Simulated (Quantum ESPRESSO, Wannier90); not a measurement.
**PbS (Cmcm): Wannier90 run**

```
CELL_PARAMETERS angstrom
      4.15991     0.00000     0.00000
      0.00000     0.00000    -4.27932
     -2.07995     5.99130     0.00000
ATOMIC_POSITIONS crystal
  Pb 0.13056 0.25000 0.26112
  Pb 0.86944 0.75000 0.73888
  S  0.35480 0.25000 0.70960
  S  0.64520 0.75000 0.29040
```

Structure: Materials Project mp-1018115, symmetrised, not relaxed again. Not found in the COD (Crystallography Open Database) copy used, which has the formula in other groups; not checked further. Computed values, not measurements, from PBEsol: Quantum ESPRESSO (norm-conserving PseudoDojo potentials, cutoff 50 Ry, no spin polarisation, no spin-orbit coupling) on a Γ-centred 6×6×6 mesh, then Wannier90. Density: 8×8×8 mesh, Gaussian smearing 0.01 Ry. Spin-orbit coupling is left out although heavy elements are present.

Functional, cutoff and mesh named above are those of the base row (6×6×6); the first column says what each row takes instead. Model: 10 functions from bands 11-20, start SCDM (isolated) (the valence bands). Energies are relative to the valence-band maximum; the misfit is to pw.x on a path, for all bands of the set. Only the mesh of Bloch states changes. Ω_total can sit in another minimum from row to row; Ω_I of an isolated set cannot.

```
mesh   Ω_I (Å²)  Ω_total (Å²)  rms misfit (meV)  k-points (cost)  rough cost of nscf and overlaps (first row = 1)
-----  --------  ------------  ----------------  ---------------  -----------------------------------------------
2×2×2     13.64         16.54               127                8                                              1.0
3×3×3     16.79         19.76                88               27                                              2.3
4×4×4     18.88         21.82                34               64                                                5
5×5×5         ?         22.57                24              125                                               12
6×6×6     20.91         23.48                11              216                                               20
7×7×7     21.44         23.89               8.3              343                                               30
```

Question: Fill in the missing entries.

Answer: 
- 5×5×5, Ω_I (Å²): 19.97
